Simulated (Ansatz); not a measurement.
## Sn$_{3}$SeS$_{2}$ (I4/mmm) at 2 levels of theory

One geometry, relaxed with PBE; plane waves with PAW potentials in Ansatz, scalar-relativistic. No spin polarisation. Gaps are the least over mesh and band path; pressure is positive in compression.

```
Sn Se S
1.0
    -2.09573    2.09573    8.87994
     2.09573   -2.09573    8.87994
     2.09573    2.09573   -8.87994
Sn Se S
3 1 2
Direct
  0.82958 0.82958 0.00000
  0.50000 0.50000 0.00000
  0.17042 0.17042 0.00000
  0.00000 0.00000 0.00000
  0.66726 0.66726 0.00000
  0.33274 0.33274 0.00000
```

```json
{"level": "PBE", "cutoff (eV)": "420", "k mesh": "12×12×12", "gap (eV)": "0.14", "pressure (GPa)": "0.0"}
```

**Question.** What comes out on the same cell with PBEsol?

**Answer.**
```tsv
level	cutoff (eV)	k mesh	gap (eV)	pressure (GPa)
PBEsol	420	12×12×12	0.09	-2.9
```

It was reached by relaxing an invented guess, and it needn't be the stable form of this composition.
